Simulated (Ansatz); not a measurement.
**Sb (A7)**

Computed with Ansatz (plane waves, PAW, 420 eV cutoff): HSE06, scalar-relativistic, no spin polarisation, 6×6×6 k-mesh, Gaussian smearing of 0.05 eV; PAW files: Ansatz's generated set soft_2.

```yaml
crystal:
  lattice:
    - [2.16029, 1.24724, 3.87543]
    - [-2.16029, 1.24724, 3.87543]
    - [0.00000, -2.49448, 3.87543]
  atoms:
    - { symbol: Sb, position: [0.23035, 0.23035, 0.23035] }
    - { symbol: Sb, position: [0.76965, 0.76965, 0.76965] }
```

The volume is at zero pressure for this level.

Path: Γ–T–H2 | H0–L–Γ–S0 | S2–F–Γ, with Γ = (0.000, 0.000, 0.000), T = (0.500, 0.500, 0.500), H2 = (0.764, 0.236, 0.500), H0 = (0.500, -0.236, 0.236), L = (0.500, 0.000, 0.000), S0 = (0.368, -0.368, 0.000), S2 = (0.632, 0.000, 0.368), F = (0.500, 0.000, 0.500) in reciprocal vectors of the calculation's cell.

Bands as a text map, energy in eV from the Fermi level (dashes), each leg drawn with the same width:
```
  3.57 |           *       *           
  3.21 |           *         **      * 
  2.86 |*    *           **    *      *
  2.50 | *              *       *   ** 
  2.14 |**          *   ***         * *
  1.79 |  *  *         *  * *    ***   
  1.43 |  ***          *    *        * 
  1.07 |       ***  ***    *           
  0.71 |   *  *   **  *    *           
  0.36 |    **      ***                
  0.00 |-------------*-----------------
 -0.36 |   ****      *                 
 -0.71 |       *                       
 -1.07 |  *     **    *              * 
 -1.43 |               *   *           
 -1.79 | ****     * *   * **           
 -2.14 |**         *    *** *       * *
 -2.50 |*    *      ******  *        **
 -2.86 |                  *          * 
 -3.21 |     *     *         **     *  
 -3.57 |      *     *        ***       
 -3.93 |                   *   ******  
 -4.29 |          *              **    
 -4.64 |      *    *                   
 -5.00 |       *            *      *   
 -5.36 |*      ****      *            *
 -5.71 |        **           **        
 -6.07 |                *      ****    
        Γ   T   HH   L   Γ   SS   F   Γ
```

**Question.** By these bands, is it a metal or an insulator, and if it has a gap, where are the band edges on this path?

**Answer.** A semimetal or zero-gap crystal: the filled and empty bands only touch or barely overlap.

It took of the order of 21 core-minutes on a shared host.

These numbers lack spin–orbit coupling. For a metal under a hybrid functional this mesh is coarse. The structure is built of weakly bound bilayers, and this functional has no dispersion term, so their spacing and all that hangs on it (volume, the soft elastic constants, low modes, dielectric constants) are poorly given. The relaxed cell is 5 % larger in volume than the cell of this structure in the Crystallography Open Database (29.96 Å³/atom, 1969).
